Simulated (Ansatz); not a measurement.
BeSe in space group P4/nmm (No. 129; Be on 2c, Se on 2a) at seven volumes, DFT-LDA in the program Ansatz with PAW potentials, shape and atoms relaxed at each. One row is withheld.

| V (Å³/atom) | P (GPa) |
|---|---|
| 19.612 | 1.56 |
| 20.259 | 0.91 |
| 20.905 | ? |
| 21.552 | 0.00 |
| 22.198 | -0.25 |
| 22.845 | -0.42 |
| 23.491 | -0.49 |

Task: Fit the shown pressures and predict the withheld one.

Result: P = (3/2)B₀(x^(7/2) − x^(5/2))[1 + (3/4)(B′ − 4)(x − 1)] with x = (V₀/V)^(2/3). Least squares on the six rows gives V₀ = 21.570 Å³/atom, B₀ = 10.1 GPa, B′ = 11.33. At V = 20.905, x = 1.0211 and P = 0.38 GPa. The run itself gave 0.37 GPa.

A made-up cell: these elements were put on the sites of a structure type; neither database checked (COD, Materials Project) lists it. COD files the formula under space group No. 216, so this cell is another polymorph or a model. Its standing as an ambient phase is unchecked. The cell was relaxed with LDA under the symmetry of its start. At this level the phase is dynamically unstable (imaginary phonons). A crystal of weakly bound layers computed without a dispersion correction: the cell and the soft elastic constants depend strongly on that.

Potentials: the later of the program's two PAW sets.
